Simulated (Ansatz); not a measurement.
# Data sheet: Hf (DFT)

Hf:
```cif
data_Hf
_chemical_formula_sum 'Hf1'
_space_group_name_H-M_alt 'P 1'
_space_group_IT_number 1
_cell_length_a 3.06370
_cell_length_b 3.06370
_cell_length_c 3.06370
_cell_angle_alpha 109.471
_cell_angle_beta 109.471
_cell_angle_gamma 109.471
loop_
_space_group_symop_operation_xyz
  'x, y, z'
loop_
_atom_site_label
_atom_site_type_symbol
_atom_site_fract_x
_atom_site_fract_y
_atom_site_fract_z
_atom_site_occupancy
Hf1 Hf 0.00000 0.00000 0.00000 1
```

Space group Im-3m (No. 229), bcc (W type); conventional cell a = b = c = 3.5377 Å, α = β = γ = 90.00°.

Method: the program Ansatz at the r²SCAN level (PAW). The cell and atoms are relaxed at this level. Other levels are named where they apply.

**Cell and energy**

```
Property              Result
---------------  -----------
Volume per atom     22.14 Å³
Density          13.39 g/cm³
```

**Electronic structure**

```
Quantity                                                                    Value
------------------------------------  -------------------------------------------
Electronic character                                            metallic (no gap)
Density of states at the Fermi level  1.7 states/eV per atom (mean over ±0.08 eV)
Gap with spin–orbit coupling                                      none (metallic)
```

**Mechanics**

```
Item                                                                   Result
-------------------------------------  --------------------------------------
Bulk modulus (Birch–Murnaghan fit)                                  1000 kbar
Pressure derivative B′                                                    3.3
Elastic constants (relaxed ions, GPa)       C11 = 62.4, C12 = 121, C44 = 56.3
Mechanical stability                   unstable (C has a negative eigenvalue)
```

This is a known high-temperature phase of the composition, computed here at zero pressure and temperature. The cell was relaxed with r²SCAN under the symmetry of its start. The run is not spin-polarised. As this level gives no gap, shear constants depend on the k-mesh and smearing (Fermi–Dirac, 0.1 eV here). On the denser mesh and wider smearing of the elastic run this cell carries a stress of 0.4 GPa. Scalar-relativistic: spin–orbit coupling is off unless named, which matters more the heavier the elements.

Potentials: the earlier of the program's two PAW sets. The files were generated under PBE; for other functionals the program regenerates the frozen cores, and for LDA and PBEsol the local potential too.
